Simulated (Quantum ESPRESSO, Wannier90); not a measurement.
## TePb (rock salt), plane waves to Wannier functions

Materials Project entry mp-19717; symmetrised, unrelaxed at this level. COD (Crystallography Open Database) has an entry of this formula and space group (matched by these alone). Method: PBEsol plane waves in Quantum ESPRESSO 7.5 (PseudoDojo norm-conserving files, 66 Ry, no spin polarisation, no spin-orbit coupling), Bloch states on a 8×8×8 mesh through Γ, Wannier90 4.0.1. Density: 8×8×8 mesh, cold smearing 0.01 Ry. Spin-orbit coupling is left out although heavy elements are present.

```
begin unit_cell_cart
ang
    0.0000000000    3.2708950000    3.2708950000
    3.2708950000    0.0000000000    3.2708950000
    3.2708950000    3.2708950000    0.0000000000
end unit_cell_cart
mp_grid = 8 8 8
```

Neighbour vectors b of the finite-difference formula (Å⁻¹), by shell:

```csv
shell,b_x,b_y,b_z
1,0.12006,0.12006,-0.12006
1,0.12006,-0.12006,0.12006
1,-0.12006,0.12006,0.12006
1,0.12006,0.12006,0.12006
1,-0.12006,-0.12006,0.12006
1,-0.12006,0.12006,-0.12006
1,0.12006,-0.12006,-0.12006
1,-0.12006,-0.12006,-0.12006
```

### Question
Find the weights w_b from the completeness condition Σ_b w_b b_α b_β = δ_αβ.

### Answer
Shell 1: Σ b_x² = 0.115, Σ b_y² = 0.115, Σ b_z² = 0.115 Å⁻²
Each of the three diagonal sums, weighted, has to give 1 and the off-diagonal ones 0, which holds for w_1 = 8.67 Å². Check on xx: 8.67×0.115 = 1.00.

On this mesh the 5 functions of bands 11-15 (valence bands; start: SCDM (isolated), conv_tol = 1.0e-7) end with spreads 3.7153, 3.7153, 4.0079, 4.0020, 2.9801 Å², Ω_I = 16.2309 Å² and Ω_D = 0.0012 Å².

Ω_total is the sum of the spreads, 18.421 Å². Ω_OD = Ω_total − Ω_I − Ω_D = 2.189 Å². Only (Ω_D + Ω_OD)/Ω_total = 11.9 % depends on the gauge, and another start could lower the total by that share at most. The rms radius is √(Ω_total/5) = 1.92 Å.
